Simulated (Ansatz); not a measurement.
AgCl:
```yaml
crystal:
  lattice:
    - [1.86265, -5.55346, 0.00000]
    - [1.86265, 5.55346, 0.00000]
    - [0.00000, 0.00000, 3.94500]
  atoms:
    - { symbol: Ag, position: [0.39602, 0.60398, 0.75000] }
    - { symbol: Ag, position: [0.60398, 0.39602, 0.25000] }
    - { symbol: Cl, position: [0.86596, 0.13404, 0.25000] }
    - { symbol: Cl, position: [0.13404, 0.86596, 0.75000] }
```

Relaxed with r²SCAN. Special points in fractions of this cell's reciprocal vectors: Γ (0.000, 0.000, 0.000); Y (-0.500, 0.500, 0.000); C0 (-0.278, 0.722, 0.000); Σ0 (0.278, 0.278, 0.000); Z (0.000, 0.000, 0.500); A0 (0.278, 0.278, 0.500); E0 (-0.278, 0.722, 0.500); T (-0.500, 0.500, 0.500); S (0.000, 0.500, 0.000); R (0.000, 0.500, 0.500).

List the band energies nearest the valence-band maximum at these points for r²SCAN (plane waves, PAW; program Ansatz).

In eV from the valence-band maximum; about four levels below and three above (degenerate sets whole), none deeper than 8.9 eV; points with the same levels are listed once.

| k | below | above |
|---|---|---|
| Γ | -2.26 -1.87 -1.75 -1.56 | 1.01 3.63 8.37 |
| Y | -2.00 -1.76 -1.63 -1.56 | 2.54 4.19 7.04 |
| C0 | -1.26 -0.79 -0.10 -0.07 | 3.38 6.15 6.39 |
| Z | -1.34 -1.34 -0.13 -0.13 | 4.93 4.93 7.34 7.34 |
| A0 | -1.96 -1.96 -1.41 -1.41 | 3.46 3.46 7.73 7.73 |
| T | -0.82 -0.82 -0.18 -0.18 | 4.25 4.25 7.41 7.41 |
| S | -1.36 -1.06 -0.07 -0.01 | 3.62 5.75 6.29 |
| R | -2.09 -2.09 -1.53 -1.53 | 3.32 3.32 7.93 7.93 |

Space group Cmcm. The workflow started from a Materials Project entry (that database holds measured and hypothetical structures alike); the Crystallography Open Database copy checked does not list it. It is not the phase usual at ambient conditions (space group No. 225). The r²SCAN relaxation kept the symmetry of its start; whether a distortion lowers the energy is not shown. No spin polarisation was allowed. Scalar-relativistic: spin–orbit coupling is off unless named, which matters more the heavier the elements.

Potentials: the later of the program's two PAW sets.
